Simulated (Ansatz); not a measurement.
VBiO4 in space group I4_1/a (No. 88; V on 4a, Bi on 4b, O on 16f) at seven volumes, r²SCAN (plane waves, PAW; program Ansatz), shape and atoms relaxed at each. One row is withheld.

```
V (Å³/atom)  P (GPa)
-----------  -------
11.556         16.22
11.937          9.96
12.318          4.60
12.699          0.00
13.079         -3.79
13.460             ?
13.841         -9.60
```

Q: Fit the shown pressures and predict the withheld one.

A: P = (3/2)B₀(x^(7/2) − x^(5/2))[1 + (3/4)(B′ − 4)(x − 1)] with x = (V₀/V)^(2/3). Least squares on the six rows gives V₀ = 12.703 Å³/atom, B₀ = 137 GPa, B′ = 4.71. At V = 13.460, x = 0.9621 and P = -6.92 GPa. The run itself gave -7.00 GPa.

The cell was relaxed with r²SCAN under the symmetry of its start. The run is not spin-polarised. No Hubbard U is applied. Spin–orbit coupling is left out wherever it is not named.

Potentials: the later of the program's two PAW sets.
